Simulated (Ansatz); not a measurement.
Single point in Ansatz 0.2.0 with r2SCAN, no spin polarisation. Cutoff 500 eV, PAW datasets, 5×8×5 Γ-centred k mesh, fermi-dirac filling (width 0.1 eV).

Computed maps in the lattice plane spanned by a (left to right, 6.72 Å, 20 points from zero) and c (bottom to top, 7.30 Å, 22 points from zero), 90° apart, at height 0.250 along b. The fields are smooth PAW ones with compensation charges, not the true ones near nuclei.

Valence density. Digits on a logarithmic scale: 0 up to 0.03 e/Å³, each further digit a factor of 1.6, 9 from 1.3 e/Å³ up:
```
34566656556999995433
34665346666999995433
34565235656899975433
34566556655577765443
44566666544456666544
44566665444456666654
55777654433456655665
68999754333456523565
69999954333466534666
69999954333456665655
69999754334556666555
56887644467765555444
45555544699986444333
44444445899997433333
66544335899998432345
99864335899997432368
99974323689986433589
99984323456654433589
99974333334444444589
99864443334555554469
77655554445688764446
45566665556999975433
```

ELF. Ten even steps from '0' (0.05) to '9' (0.87):
```
25897436741267421321
47994324851256421332
37873534862123212322
25785336863111135532
34688878753334678763
33346787633468887875
31111355322578533686
21232123223787353486
12564213324799432485
12674213212589743674
12343123100147876653
11221121025422566542
12222320399982033321
00124410798896001100
44101201894598000002
99820000898897000049
88970000499982000089
45980000024410120189
88960011000012441079
99820333211222232039
54225665421122112102
01478766531234312310
```

The cell is YSiNi. Which atoms lie within 0.2 Å of this plane, and where (fractions of a and c)?

Y at (0.02, 0.18), Y at (0.52, 0.32), Ni at (0.14, 0.56), Ni at (0.64, 0.94), Si at (0.77, 0.62), Si at (0.27, 0.88). The whole cell:
```
Y Ni Si
1.0
     6.71769    0.00000    0.00000
     0.00000    4.23278    0.00000
     0.00000    0.00000    7.29680
Y Ni Si
4 4 4
Cartesian
  0.1424 1.0582 1.3156
  3.2164 3.1746 4.9640
  3.5013 1.0582 2.3328
  6.5753 3.1746 5.9812
  0.9539 1.0582 4.0928
  2.4049 3.1746 0.4444
  4.3128 1.0582 6.8524
  5.7638 3.1746 3.2040
  5.1397 1.0582 4.5452
  4.9368 3.1746 0.8968
  1.7809 1.0582 6.4000
  1.5780 3.1746 2.7516
```

Origin: a known structure type with other elements, at an estimated volume, so it need not be a known compound. Caveats: no spin polarisation, so a magnetic state may lie lower; atoms or cell far from equilibrium.
